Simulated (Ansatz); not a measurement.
The relaxed structure here is a generated cell of SiC: the first start was made by placing the elements on the sites of a structure type, and the end was not matched to a known phase here, so it may be hypothetical. Known forms of SiC include space group No. 186, 216.

A relaxed structure of SiC. Space group P-6m2 (No. 187). Level of theory: PBE (plane waves to 420 eV, PAW, scalar-relativistic; Ansatz, a program for electronic structure).

Space group P-6m2 (No. 187); a = 3.084 Å, b = 3.084 Å, c = 5.380 Å, α = 90.00°, β = 90.00°, γ = 120.00°

```json
[
 {"atom": "C", "site": "2i", "symmetry": "3m.", "x": "0.6667", "y": "0.3333", "z": "0.3484"},
 {"atom": "Si", "site": "2h", "symmetry": "3m.", "x": "0.3333", "y": "0.6667", "z": "0.2222"}
]
```

| Quantity | Result |
|---|---|
| Volume per atom | 11.08 Å³ |
| Band gap | 0.61 eV, indirect (valence top at Γ, conduction bottom at K) (no spin-orbit coupling) |
| Smallest direct gap | 2.76 eV at M |
| Shortest distances | C–C 1.63 Å; C–Si 1.91 Å; Si–Si 2.39 Å |
| k-mesh | 12×12×6 |

Band energies at high-symmetry points (eV from the VBM; labels of this space group; no spin-orbit coupling), from −5 eV up to 4.0 eV:

| point | energies |
|---|---|
| Γ | -2.74 -2.74 -1.33 0.00 0.00 2.91 3.37 |
| M | -4.42 -3.84 -1.62 1.13 3.67 |
| K | -4.54 -3.89 0.61 |
| A | -2.64 -2.64 -0.25 -0.25 3.04 |
| L | -4.78 -4.23 -2.19 -2.10 0.97 2.13 3.69 |
| H | -4.44 -1.29 2.37 2.97 3.93 |

No spin polarisation in the result.

The run could not lose the symmetry of its start, so the end can be a saddle point.

It was reached from a disturbed copy of a P6₃mc (No. 186) cell (wurtzite type), against which it lies +0.347 eV/atom.
